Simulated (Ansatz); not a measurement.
Sensitivity of the gradients in Sr2LaNbO6 to the input

This input was run with Ansatz:

```yaml
crystal:
  lattice:
    - [8.56816983, 0.0, 0.0]
    - [0.0, 8.56816983, 0.0]
    - [0.0, 0.0, 8.56816983]
  atoms:
    - { symbol: Sr, position: [0.5, 0.5, 0.5] }
    - { symbol: Sr, position: [0.0, 0.0, 0.0] }
    - { symbol: Sr, position: [0.0, 0.0, 0.5] }
    - { symbol: Sr, position: [0.0, 0.5, 0.0] }
    - { symbol: Sr, position: [0.5, 0.0, 0.0] }
    - { symbol: Sr, position: [0.5, 0.5, 0.0] }
    - { symbol: Sr, position: [0.5, 0.0, 0.5] }
    - { symbol: Sr, position: [0.0, 0.5, 0.5] }
    - { symbol: La, position: [0.75, 0.75, 0.75] }
    - { symbol: La, position: [0.75, 0.25, 0.25] }
    - { symbol: La, position: [0.25, 0.75, 0.25] }
    - { symbol: La, position: [0.25, 0.25, 0.75] }
    - { symbol: Nb, position: [0.25, 0.25, 0.25] }
    - { symbol: Nb, position: [0.25, 0.75, 0.75] }
    - { symbol: Nb, position: [0.75, 0.25, 0.75] }
    - { symbol: Nb, position: [0.75, 0.75, 0.25] }
    - { symbol: O, position: [0.21169633, 0.2979014, 0.47861856] }
    - { symbol: O, position: [0.21169633, 0.7020986, 0.52138144] }
    - { symbol: O, position: [0.78830367, 0.2979014, 0.52138144] }
    - { symbol: O, position: [0.78830367, 0.7020986, 0.47861856] }
    - { symbol: O, position: [0.2979014, 0.47861856, 0.21169633] }
    - { symbol: O, position: [0.7020986, 0.52138144, 0.21169633] }
    - { symbol: O, position: [0.2979014, 0.52138144, 0.78830367] }
    - { symbol: O, position: [0.7020986, 0.47861856, 0.78830367] }
    - { symbol: O, position: [0.47861856, 0.21169633, 0.2979014] }
    - { symbol: O, position: [0.52138144, 0.21169633, 0.7020986] }
    - { symbol: O, position: [0.52138144, 0.78830367, 0.2979014] }
    - { symbol: O, position: [0.47861856, 0.78830367, 0.7020986] }
    - { symbol: O, position: [0.28830367, 0.2020986, 0.02138144] }
    - { symbol: O, position: [0.28830367, 0.7979014, 0.97861856] }
    - { symbol: O, position: [0.71169633, 0.2020986, 0.97861856] }
    - { symbol: O, position: [0.71169633, 0.7979014, 0.02138144] }
    - { symbol: O, position: [0.2020986, 0.02138144, 0.28830367] }
    - { symbol: O, position: [0.7979014, 0.97861856, 0.28830367] }
    - { symbol: O, position: [0.2020986, 0.97861856, 0.71169633] }
    - { symbol: O, position: [0.7979014, 0.02138144, 0.71169633] }
    - { symbol: O, position: [0.02138144, 0.28830367, 0.2020986] }
    - { symbol: O, position: [0.97861856, 0.28830367, 0.7979014] }
    - { symbol: O, position: [0.97861856, 0.71169633, 0.2020986] }
    - { symbol: O, position: [0.02138144, 0.71169633, 0.7979014] }
kpoints:
  mp_grid: { grid: [3, 3, 3] }
scf:
  occupations: { method: fermi_dirac, width: 0.02 }
  max_iter: 80
hamiltonian:
  xc: pbe
  pseudopotentials: { kind: paw }
  hubbard: { sites: [{ species: Nb, l: d, u_eff: -5.0 }] }
output:
  forces: true
  stress: true
  populations: true
  efg:
    quadrupole_moments_barn: { Sr: 0.305, La: 0.206, Nb: -0.32, O: -0.02558 }
    contact_densities: true
```

It converged. Of its output the block on the nuclei alone is shown, without the SCF iterations, energies, forces and stress (one atom of each set):

```
--- PAW observables at the nuclei: V_zz in 10²¹ V/m², potentials from the cell's mean, atoms counted from 1 ---
  atom   1  Sr V_zz =    +0.000000   η = 0.0000   by run symmetry: forbidden   C_q = +0.0000 MHz
            electrostatic potential = -5509.967055 V   contact ρ = 401060.507347 e/Å³
  atom   3  Sr V_zz =   +14.121989   η = 0.0710   by run symmetry: allowed   C_q = +104.1478 MHz
            electrostatic potential = -5511.221270 V   contact ρ = 401063.118757 e/Å³
  atom   9  La V_zz =    -1.754996   η = 0.0000   by run symmetry: allowed   C_q = -8.7417 MHz
            electrostatic potential = -9875.880843 V   contact ρ = 2247078.327610 e/Å³
  atom  13  Nb V_zz =    -0.328039   η = 0.0000   by run symmetry: allowed   C_q = +2.5382 MHz
            electrostatic potential = -6135.160533 V   contact ρ = 540927.948219 e/Å³
  atom  17  O  V_zz =    +1.825246   η = 0.6707   by run symmetry: allowed   C_q = -1.1290 MHz
            electrostatic potential = -625.861541 V   contact ρ = 2157.857817 e/Å³
```

**Question.** Can these gradients be trusted, and how do they compare with a run on standard settings?

**Answer.** No. Against the standard input the change is `hamiltonian.hubbard`: not typed → {sites: [{species: Nb, l: d, u_eff: -5.0}]}; `scf.max_iter`: not typed → 80. A site carries the number of its first atom; V_zz in 10²¹ V/m².

| site | atom | V_zz standard | η standard | V_zz here | η here |
| --- | --- | --- | --- | --- | --- |
| Sr3 | 3 | 14.35 | 0.06 | 14.12 | 0.07 |
| La | 9 | -1.84 | 0.00 | -1.75 | 0.00 |
| Nb | 13 | -0.37 | 0.00 | -0.33 | 0.00 |
| O | 17 | 1.59 | 0.66 | 1.83 | 0.67 |

The largest change of V_zz is on O, from 1.59 to 1.83. In per cent, |V_zz| changes by -2 on Sr, -4 on La, +15 on O (all sites that start above 0.5). Sites without a gradient aren't listed. SCF iterations: 7 and 10. The changed input holds a negative U, so its numbers aren't properties of the crystal.

On the reference run: The largest force is 0.3 eV/Å, so the atoms aren't at the calculated equilibrium and relaxing them would move these values. Without spin–orbit coupling (the program notes it for La, Nb and Sr) the gradients are little affected as a rule: paired runs on crystals with a gap mostly move them by under 2 % at such atoms.
